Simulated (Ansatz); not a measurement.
### Question
AlPd$_{3}$N (anti-perovskite, Pm-3m) is relaxed with plane-wave PAW PBE (Ansatz code). What lattice parameters of the conventional cell result?

### Answer
a = 4.131 Å.

### Question
Is it a metal or does it have a gap at this level?

### Answer
No gap at this level.

The start of the workflow was typed in or built on a structure type; neither database checked (COD, Materials Project) lists it. Whether it is the stable phase at ambient conditions was not checked. The cell was relaxed with PBE under the symmetry of its start; whether a distortion lowers the energy is not shown. No spin polarisation was allowed. The volume moved by 19 % from the start of the relaxation. Scalar-relativistic: spin–orbit coupling is off unless named, which matters more the heavier the elements.

Potentials: the later of the program's two PAW sets.
